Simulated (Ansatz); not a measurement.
Question: Each is relaxed and computed with DFT-r²SCAN in the program Ansatz with PAW potentials. Which is the only one with a gap?
A. Hf3Si2, P4/mbm (Hf on 4h, Hf on 2a, Si on 4g)
B. Hf2Si, I4/mcm (Hf on 8h, Si on 4a)
C. HfO2, P2_1/c (Hf on 4e, O on 4e, O on 4e)
D. HfGeRu, P-62m (Hf on 3g, Ge on 2c, Ge on 1b, Ru on 3f)

Answer: C, HfO2, P2_1/c (Hf on 4e, O on 4e, O on 4e). HfO2: gap 4.60 eV (indirect); HfGeRu: metal; Hf3Si2: metal; Hf2Si: metal. Standing as an ambient phase not checked: HfGeRu, P-62m (Hf on 3g, Ge on 2c, Ge on 1b, Ru on 3f); Hf3Si2, P4/mbm (Hf on 4h, Hf on 2a, Si on 4g); Hf2Si, I4/mcm (Hf on 8h, Si on 4a). All cells were relaxed under the symmetry of their starts (and spin orders); stability against distortions was not tested throughout. Rows with no word on spin ran without spin polarisation. Spin–orbit coupling is left out wherever it is not named.

Potentials: the earlier of the program's two PAW sets.
